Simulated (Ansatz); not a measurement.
Stress against strain in ZnAu

```xyz
2
Lattice="3.1470 0.0000 0.0000 0.0000 3.1470 0.0000 0.0000 0.0000 3.1470" Properties=species:S:1:pos:R:3 pbc="T T T"
Zn    1.5735    1.5735    1.5735
Au    0.0000    0.0000    0.0000
```

Atom numbers follow the list: Zn1, Au2.

The cell is COD entry 1510322, as deposited and not checked against the literature; nothing was relaxed.

No spin–orbit coupling, which matters for the heavy atoms here.

Level of theory: DFT, PBEsol, all-electron LAPW, scalar-relativistic in Ansatz 0.2.0.

Numerical set-up: a Γ-centred 13×13×13 k mesh, Fermi–Dirac smearing of 0.05 eV, basis error target 0.5 meV/atom, no spin polarisation.

The strain is applied along the Cartesian axes of the cell as listed (the other components stay zero). Fractional coordinates are held (clamped ions).

σ is the change of stress from the unstrained cell, which is at -2.39 GPa; tension is positive, so slopes are stress–strain coefficients at that pressure. In a metal the k mesh adds noise.

Only quantities that a quadratic follows smoothly over the whole series are listed; rougher ones are left out.

```
εxx = εyy  σzz (GPa)  σxx (GPa)
  -0.0200      -6.18      -5.70
  -0.0100      -3.09      -2.59
   0.0000       0.00       0.00
   0.0200       4.83       4.46
```

(1) Fit the series and read off the stiffness at zero strain.

(2) One run, at εxx = εyy = 0.0100, is withheld. Predict its row.

Answers

(1) Least-squares fits y = p0 + p1 x + p2 x² to the rows give σzz (GPa): p1 = 276, p2 = -1500; σxx (GPa): p1 = 253, p2 = -1600. So 2 C12 = 276 GPa and C11 + C12 = 253 GPa.

(2) The fits give 2.54, 2.41; the run gave 2.70, 2.30.
